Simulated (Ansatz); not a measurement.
# LaAgCO4: reading a single point

```
CELL_PARAMETERS angstrom
3.62852 0.00000 0.00000
0.00000 3.62852 0.00000
0.00000 0.00000 12.85503
ATOMIC_POSITIONS crystal
O 0.00000 0.00000 0.24100
O 0.50000 0.50000 0.24100
O 0.50000 0.50000 0.75900
O 0.00000 0.00000 0.75900
Ag 0.00000 0.50000 0.58060
Ag 0.50000 0.00000 0.41940
La 0.00000 0.50000 0.89080
La 0.50000 0.00000 0.10920
C 0.00000 0.50000 0.27600
C 0.50000 0.00000 0.72400
O 0.00000 0.50000 0.07700
O 0.50000 0.00000 0.92300
O 0.00000 0.50000 0.40400
O 0.50000 0.00000 0.59600
```

Method: PBE, no spin polarisation; PAW, plane waves to 420 eV, 9×9×3 Γ-centred mesh, fermi-dirac occupations (width 0.1 eV) (Ansatz 0.2.0), atoms fixed.

Question: Describe some of the short contacts.

Answer: C–O at 1.65 Å: least valence density 1.18 e/Å³ and ELF 0.81 there. Ag–O at 2.27 Å: least valence density 0.38 e/Å³ and ELF 0.12 there. La–O at 2.39 Å: least valence density 0.44 e/Å³ and ELF 0.20 there. These are pseudo-fields; inside the PAW spheres they differ from the all-electron ones.

Question: Is there a gap?

Answer: It is a metal, with about 7 states/eV a cell as the mean within 0.25 eV of the Fermi level, mostly O p (69 %) and Ag d (19 %).

Question: Which atom feels the largest force, and which way?

Answer: The largest is on O14 (and as large on other atoms): 4.54 eV/Å, components (0.00, 0.00, 4.54). It makes 0° with the line to a nearest neighbour, C10 at 1.65 Å, pointing towards it.

Question: Is the cell too large or too small?

Answer: The pressure is -6.2 GPa (compression positive), so with the atoms held at these fractions the cell would first shrink; the forces are large, so a full relaxation may end otherwise. The principal stresses -7.6, -7.6, -3.5 GPa differ, so its shape would change too.

Question: Give the Bader charges.

Answer: Bader charges in e: La +2.04, Ag +0.78, C +0.82, O -1.26 to -0.78. In the mean La gives up most and O takes most.

Origin: a known structure type with other elements, at an estimated volume, so it need not be a known compound. Caveats: many states at the Fermi level without spin polarisation, so a magnetic state may lie lower; atoms or cell far from equilibrium; f levels without a U or exact exchange are poorly placed.
